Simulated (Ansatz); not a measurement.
The relaxed structure here is a generated cell of As: the first start was made by a random draw of sites in a space group, and the end was not matched to a known phase here, so it may be hypothetical. Known forms of As include space group No. 166.

One stationary structure of As. Method: r2SCAN (plane waves to 500 eV, PAW, scalar-relativistic; Ansatz, a first-principles code).

```cif
data_As2
_chemical_formula_sum 'As2'
_space_group_name_H-M_alt 'P 1'
_space_group_IT_number 1
_cell_length_a 3.65546
_cell_length_b 2.83141
_cell_length_c 4.41611
_cell_angle_alpha 90.000
_cell_angle_beta 90.000
_cell_angle_gamma 90.000
loop_
_space_group_symop_operation_xyz
  'x, y, z'
loop_
_atom_site_label
_atom_site_type_symbol
_atom_site_fract_x
_atom_site_fract_y
_atom_site_fract_z
_atom_site_occupancy
As1 As 0.75000 0.00000 0.68660 1
As2 As 0.25000 0.00000 0.31340 1
```

Determine the symmetry and give the standard cell with its independent sites.

Space group Pmma (No. 51); a = 3.6555 Å, b = 2.8314 Å, c = 4.4161 Å, α = β = γ = 90.00°

```csv
atom,site,symmetry,x,y,z
As,2e,mm2,0.2500,0.0000,0.3134
```

Give the shortest distances between elements (the closest pairs, up to four, under 3.6 Å).

As–As 2.46 Å.

```yaml
volume_per_atom: 22.85 Å³
band_gap: no gap (metallic)
```

No spin polarisation in the result.

The run could not lose the symmetry of its start, so the end can be a saddle point.
